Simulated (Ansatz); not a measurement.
WS:
```xyz
2
Lattice="3.0787 0.0000 0.0000 -1.5393 2.6662 0.0000 0.0000 0.0000 3.4247" Properties=species:S:1:pos:R:3 pbc="T T T"
W      0.0000     0.0000     0.0000
S      0.0000     1.7775     1.7124
```

Relaxed with PBEsol. Special points in fractions of this cell's reciprocal vectors: Γ (0.000, 0.000, 0.000); M (0.500, 0.000, 0.000); K (0.333, 0.333, 0.000); A (0.000, 0.000, 0.500); L (0.500, 0.000, 0.500); H (0.333, 0.333, 0.500).

Q: List the band energies nearest the Fermi level at these points for PBEsol (plane waves, PAW; program Ansatz).

A: In eV from the Fermi level; about four levels below and three above (degenerate sets whole), none deeper than 8.9 eV; points with the same levels are listed once.

| k | below | above |
|---|---|---|
| Γ | -5.55 -5.01 -4.39 -4.39 | 0.23 0.23 1.75 1.75 |
| M | -6.96 -4.73 -3.68 -0.91 | 2.14 2.45 2.48 |
| K | -6.80 -2.75 -0.89 -0.64 | 0.90 5.67 8.42 |
| A | -3.75 -3.75 -2.08 -2.08 -0.90 | 1.26 1.26 5.71 |
| L | -8.18 -8.18 -5.91 -2.77 | 0.63 1.78 2.32 |
| H | -8.85 -7.61 -6.27 -2.31 | 0.71 2.22 2.28 |

Space group P-6m2. The start of the workflow was typed in or built on a structure type; neither database checked (COD, Materials Project) lists it. Its standing as an ambient phase is unchecked. Symmetry was held in the PBEsol relaxation; its stability against distortions is not shown here. The workflow began spin-polarised and lost its moments. Spin–orbit coupling is left out wherever it is not named.

Potentials: the earlier of the program's two PAW sets. The files were generated under PBE; for other functionals the program regenerates the frozen cores, and for LDA and PBEsol the local potential too.
